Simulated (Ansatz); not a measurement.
PbSe (rock salt) is sheared across one {100} plane: the third cell vector gains the shift, so faults repeat every 9.3 Å. The cut lies between planes 3.09 Å apart; the cell height is held.

```yaml
crystal:
  lattice:
    - [4.36829, 0.00000, 0.00000]
    - [0.00000, 4.36829, 0.00000]
    - [2.18415, 2.18415, 9.26655]
  atoms:
    - { symbol: Se, position: [0.00000, 0.00000, 0.83333] }
    - { symbol: Se, position: [0.33333, 0.33333, 0.16667] }
    - { symbol: Se, position: [0.66667, 0.66667, 0.50000] }
    - { symbol: Pb, position: [0.50000, 0.50000, 0.83333] }
    - { symbol: Pb, position: [0.83333, 0.83333, 0.16667] }
    - { symbol: Pb, position: [0.16667, 0.16667, 0.50000] }
```

In-plane vectors a = (4.368, 0.000) Å, b = (0.000, 4.368) Å, area 19.08 Å². The shift is s times the vector a (length 4.368 Å), so s = 1 restores the start. The shift is rigid: no atom relaxes. γ = [E(shift) − E(0)] / area.

Level of theory: r2SCAN (plane waves to 500 eV, PAW, scalar-relativistic; Ansatz, a program for electronic structure). k mesh 7×7×7 (Γ-centred), Fermi-Dirac smearing 0.05 eV. Energies are extrapolated to zero smearing. Faults lie only 9.3 Å apart, and holding the cell height and the atoms raises γ above its relaxed value. PbSe was relaxed with its symmetry unable to fall. Spin-orbit coupling is left out, though Pb is heavy. The PAW data are Ansatz's earlier set. The zero of γ is zero shift.

```csv
s,γ (mJ/m²)
0.000,0
0.083,30
0.167,withheld
0.250,220
0.333,327
0.417,404
0.500,431
0.583,404
0.667,327
0.750,220
0.833,withheld
0.917,30
```

Task: Fit a Fourier form (three harmonics of 1 − cos and sin) to the given rows and predict γ at s = 0.167.

Result: Least squares on the 10 given rows: γ = (215.9)·[1 − cos(2πs)] + (2.2)·[1 − cos(4πs)], in mJ/m²; root-mean-square residual 0.3 mJ/m². At 0.167 the fit gives 111 mJ/m²; the calculation gives 111 mJ/m², the same to the digits shown. 

(The slope of γ gives the shear force per area between the displaced halves; near zero shift its curvature is an elastic stiffness.)
